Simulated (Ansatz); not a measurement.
## How far is PAW off for Ti$_{2}$Cd?

```
Ti Cd
1.0
    -1.43250    1.43250    6.71000
     1.43250   -1.43250    6.71000
     1.43250    1.43250   -6.71000
Ti Cd
2 1
Direct
  0.32400 0.32400 0.00000
  0.67600 0.67600 0.00000
  0.00000 0.00000 0.00000
```

Atoms are numbered in the order listed.

The cell comes from COD entry 1525205, which wasn't checked; take it as a given geometry.

All numbers are computed: DFT, LDA, PAW with Ansatz's default frozen-core files, scalar-relativistic (Ansatz 0.2.0); DFT, LDA, all-electron PAW with datasets made for the crystal, scalar-relativistic (Ansatz 0.2.0); DFT, LDA, all-electron LAPW, scalar-relativistic (Ansatz 0.2.0).

For PAW: a Γ-centred 16×16×16 k mesh, Fermi–Dirac smearing of 0.08 eV, cutoff 420 eV, no spin polarisation; the PAW files were made with PBE, and the program remakes their frozen cores for this functional. The crystal-made all-electron datasets (AE datasets) take a cutoff of 260 eV at this cell. LAPW targets a basis error of 1 meV/atom. The Ansatz runs share mesh, smearing and spin set-up. Plane-wave (PAW) pressures include the program's estimate of the Pulay term.

Stress and pressure are positive in compression.

Levels count from the Fermi level.

```
                      quantity     PAW  AE datasets    LAPW
                pressure (GPa)   -8.11        -8.10   -8.11
               stress xx (GPa)   -8.17        -8.17   -8.17
               stress zz (GPa)   -7.98        -7.97   -7.97
        force on Ti1, z (eV/Å)  -0.245       -0.243  -0.244
highest filled level at Γ (eV)  -0.675       -0.677  -0.677
  lowest empty level at Γ (eV)   0.008        0.008   0.008
highest filled level at M (eV)  -0.021       -0.021  -0.021
  lowest empty level at M (eV)   0.163        0.162   0.162
```

PAW's pressure differs from the LAPW value by about 0.01 GPa or less.
